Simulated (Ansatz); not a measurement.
## Is this Mg3CdTe4 structure a true minimum?

It was reached by relaxing an invented guess, and it needn't be the stable form of this composition.

Method: DFT PBE, scalar-relativistic, plane waves, PAW (Ansatz). Cutoff 420 eV; k points 6×6×2 on the computed 8-atom cell (Γ-centred); Gaussian smearing, width 0.02 eV; no spin polarisation.

The cell below (8 atoms, space group P-4m2 (No. 115)) is relaxed within its symmetry.

```cif
data_structure
_symmetry_space_group_name_H-M 'P 1'
_symmetry_Int_Tables_number 1
_cell_length_a 4.6318
_cell_length_b 4.6318
_cell_length_c 13.0195
_cell_angle_alpha 90.000
_cell_angle_beta 90.000
_cell_angle_gamma 90.000
_cell_volume 279.31
loop_
_atom_site_label
_atom_site_type_symbol
_atom_site_fract_x
_atom_site_fract_y
_atom_site_fract_z
_atom_site_occupancy
Mg1 Mg 0.50000 0.50000 0.25217 1
Mg2 Mg 0.00000 0.00000 0.50000 1
Mg3 Mg 0.50000 0.50000 0.74783 1
Cd1 Cd 0.00000 0.00000 0.00000 1
Te1 Te 0.50000 0.00000 0.37607 1
Te2 Te 0.00000 0.50000 0.62393 1
Te3 Te 0.50000 0.00000 0.87094 1
Te4 Te 0.00000 0.50000 0.12906 1
```

For the test it was strained at random (σ = 1.5 % a component), the atoms were moved at random (σ = 0.10 Å), and all was relaxed again on a coarse 4×4×1 mesh (in the run’s order of axes) with 0.10 eV smearing, with no symmetry imposed.

These runs have no spin–orbit coupling, which can matter for Te.

Task: Does it come back?

Result: It returns, within 1 meV/atom of the unmoved cell on that mesh and with the same symmetry when read at 0.1 Å (Pm at 0.01 Å, so small strains and shifts remain). No instability shows in this cell; modes of other wave vectors, which need another repeat, aren't tested.
